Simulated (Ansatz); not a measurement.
SrO (rock salt)

```
CELL_PARAMETERS angstrom
      0.00000     2.59750     2.59750
      2.59750     0.00000     2.59750
      2.59750     2.59750     0.00000
ATOMIC_POSITIONS crystal
  O  0.00000 0.00000 0.00000
  Sr 0.50000 0.50000 0.50000
```

Equation-of-state scan: isotropic scaling of the cell above, V₀ being its volume. Symmetry pins the atoms to their sites.

Calculation: PBE (plane waves to 420 eV, PAW, scalar-relativistic; Ansatz, a quantum-chemistry and plane-wave program). k mesh 11×11×11 (Γ-centred), Fermi-Dirac smearing 0.05 eV. E stands for the smeared free energy. Compression counts positive. SrO was relaxed with its symmetry unable to fall. The zero of ΔE is the relaxed starting cell.

```tsv
V (Å³/atom)	ΔE (meV/atom)
15.773	withheld
16.123	34.5
16.474	18.6
16.824	8.0
17.175	1.9
17.525	0.0
17.876	1.8
18.226	6.9
18.577	15.0
18.927	25.7
19.278	38.8
```

Q: Fit a third-order Birch-Murnaghan form (E₀, V₀, B₀, B₀′ free) to the given rows and predict ΔE at V = 15.773.

A: Least squares on the 10 given rows: ΔE = E₀ + (9V₀B₀/16)·y²·[2 + (B₀′ − 4)y], y = (V₀/V)^(2/3) − 1, with V₀ = 17.524 Å³/atom, B₀ = 84.53 GPa (160.2 GPa = 1 eV/Å³; the term in eV is multiplied by 1000), B₀′ = 4.57, E₀ = 0.01 meV/atom; root-mean-square residual 0.02 meV/atom. At 15.773 the fit gives 56.1 meV/atom; the calculation gives 56.1 meV/atom, the same to the digits shown. For the pressure the fit gives 11.3 GPa against the computed 11.3 GPa.

(A scan under strain: stresses follow from slopes of the energy per volume, elastic moduli from its curvatures.)
